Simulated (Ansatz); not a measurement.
A scan (energy against volume; even scaling of the relaxed cell, symmetry kept) gave these values. Calculation: PBEsol (plane waves to 420 eV, PAW, scalar-relativistic; Ansatz, a program for electronic structure).

| Property | Result |
|---|---|
| Bulk modulus at fixed cell shape B₀ (third-order Birch-Murnaghan fit) | 222 GPa |
| Pressure derivative B₀′ (fit) | 4.2 |
| Equilibrium volume of the fit | 7.94 Å³/atom |

Task: Of these crystals, all scanned alike, which one is it?
(A) IrO₂ (rutile)
(B) Cs₂Pd(IBr₂)₂ (space group I4/mmm)
(C) Al₂ZnSe₄ (space group I-4)
(D) AlBO₃ (space group R-3c)

Result: D, AlBO₃ (space group R-3c). The others have, for the bulk modulus at fixed cell shape: Al2ZnSe4 43.0 GPa, Cs2Pd(IBr2)2 16.4 GPa, IrO2 306 GPa

All were relaxed with their symmetry unable to fall. Cs2Pd(IBr2)2 is run without spin polarisation and with no Hubbard U. IrO2 is run without spin polarisation and with no Hubbard U. Spin-orbit coupling is left out. With the shape held, the modulus is that of even scaling; a crystal free to change shape is softer.

(A scan under strain: stresses follow from slopes of the energy per volume, elastic moduli from its curvatures.)
